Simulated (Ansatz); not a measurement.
CoPtO₂:
```cif
data_Co3O6Pt3
_chemical_formula_sum 'Co3 Pt3 O6'
_space_group_name_H-M_alt 'R-3m :H'
_space_group_IT_number 166
_space_group_name_Hall '-R 3 2"'
_cell_length_a 2.78283
_cell_length_b 2.78283
_cell_length_c 17.56123
_cell_angle_alpha 90.000
_cell_angle_beta 90.000
_cell_angle_gamma 120.000
loop_
_atom_site_label
_atom_site_type_symbol
_atom_site_symmetry_multiplicity
_atom_site_Wyckoff_symbol
_atom_site_fract_x
_atom_site_fract_y
_atom_site_fract_z
_atom_site_occupancy
Co1 Co 3 b 0.00000 0.00000 0.50000 1
Pt1 Pt 3 a 0.00000 0.00000 0.00000 1
O1 O 6 c 0.00000 0.00000 0.11230 1
```
(The calculation used a cell of 4 atoms; values per cell refer to that cell.)

Relaxed at zero pressure with the program Ansatz at the LDA level (PAW).

**Question.** The volume is lowered by 6 % and shape and atoms relax at that volume. What pressure results, and how do the axes share the change?

**Answer.** 20.4 GPa; a -2.5 %, b -2.5 %, c -1.1 %; the energy rises by 35 meV/atom.

**Question.** Give the new structure.

**Answer.** 
Space group R-3m, hexagonal axes (No. 166); a = 2.7129 Å, b = 2.7129 Å, c = 17.3689 Å, α = 90.00°, β = 90.00°, γ = 120.00°

```tsv
atom	site	symmetry	x	y	z
Co	3b	-3m	0.0000	0.0000	0.5000
Pt	3a	-3m	0.0000	0.0000	0.0000
O	6c	3m	0.0000	0.0000	0.1117
```

The phase is kept; no other phase was compared at this pressure.

Symmetry was held in the LDA relaxation; of distortions, only those at the zone centre were tested. No spin polarisation was allowed. No Hubbard U is applied. Scalar-relativistic: spin–orbit coupling is off unless named, which matters more the heavier the elements.

Potentials: the later of the program's two PAW sets.
